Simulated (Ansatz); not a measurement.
WC:
```
CELL_PARAMETERS angstrom
      0.00000     2.33023     2.33023
      2.33023     0.00000     2.33023
      2.33023     2.33023     0.00000
ATOMIC_POSITIONS crystal
  W  0.00000 0.00000 0.00000
  C  0.25000 0.25000 0.25000
```

Relaxed with PBEsol. Special points in fractions of this cell's reciprocal vectors: Γ (0.000, 0.000, 0.000); X (0.500, 0.000, 0.500); U (0.625, 0.250, 0.625); K (0.375, 0.375, 0.750); L (0.500, 0.500, 0.500); W (0.500, 0.250, 0.750).

### Question
List the band energies nearest the Fermi level at these points for PBEsol in the plane-wave PAW code Ansatz.

### Answer
In eV from the Fermi level; about four levels below and three above (degenerate sets whole), none deeper than 8.9 eV; … stands for higher levels left out; points with the same levels are listed once.

| k | below | above |
|---|---|---|
| Γ | -5.78 -5.78 -5.78 -0.07 -0.07 | 2.73 … |
| X | -7.54 -2.72 -2.72 -2.19 | 1.56 1.86 2.81 2.81 |
| U | -6.66 -3.61 -3.50 -2.49 | 0.47 1.75 4.54 |
| L | -5.68 -5.06 -5.06 | 0.82 0.82 1.20 |
| W | -6.11 -4.82 -3.18 -2.06 | 0.12 1.72 3.74 |

Space group F-43m (zinc blende). The start of the workflow was typed in or built on a structure type; neither database checked (COD, Materials Project) lists it. It is not the phase usual at ambient conditions (space group No. 187). The cell was relaxed with PBEsol under the symmetry of its start; its stability against distortions is not shown here. The run is not spin-polarised. Its formation energy is positive at this level, so the cell may be metastable or incomplete. Scalar-relativistic: spin–orbit coupling is off unless named, which matters more the heavier the elements.

Potentials: the later of the program's two PAW sets.
